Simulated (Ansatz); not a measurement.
**Phases of LaBi at 61 GPa**

Structure types of LaBi are relaxed in primitive cells with their symmetry kept at 61 GPa, on PAW files; LAPW relaxes the small cells further and takes the PAW cell for the others (marked *). The enthalpy is E + pV at zero temperature, without zero-point motion. Only the types listed were tried, and differences under about 5 meV/atom are mesh noise. The real phase may be another.

All numbers are LDA results (scalar-relativistic) from Ansatz 0.2.0, with Fermi–Dirac smearing of 0.05 eV, no spin polarisation. Methods: LAPW: all electrons, basis error target 0.5 meV/atom; PAW: frozen-core files, cutoff 420 eV.

k meshes: rocksalt 12×12×12, CsCl 12×12×12, zincblende 12×12×12, NiAs 9×9×5, WC 12×12×11.

Spin–orbit coupling is left out, which matters for the heavy atoms. The PAW files were made under PBE.

```
start type                   ends as          a, b, c (Å)  V (Å³/atom)  H − H(lowest), LAPW (meV/atom)
  rocksalt           rocksalt, Fm-3m  5.626, 5.626, 5.626        22.26                           819.5
      CsCl               CsCl, Pm-3m  3.422, 3.422, 3.422        20.03                             0.0
zincblende         zincblende, F-43m  5.989, 5.989, 5.989        26.85                               ?
     NiAs*  distorted NiAs, P6_3/mmc  3.003, 3.003, 9.925        19.37                             6.4
        WC       distorted WC, P-6m2  2.988, 2.988, 5.011        19.37                               ?
```

Question: Fill in "H − H(lowest), LAPW (meV/atom)" for the row "zincblende".

Answer: 4056.8.

Question: Give the missing entry: row "WC", column "H − H(lowest), LAPW (meV/atom)".

Answer: 25.9.

Question: Would distorted NiAs gain on CsCl at higher pressure?

Answer: Yes: dH/dp = V, and its volume is smaller by 0.66 Å³/atom. Held constant, that would close the gap after about 1.6 GPa more, a rough figure, since the volume difference changes with pressure.
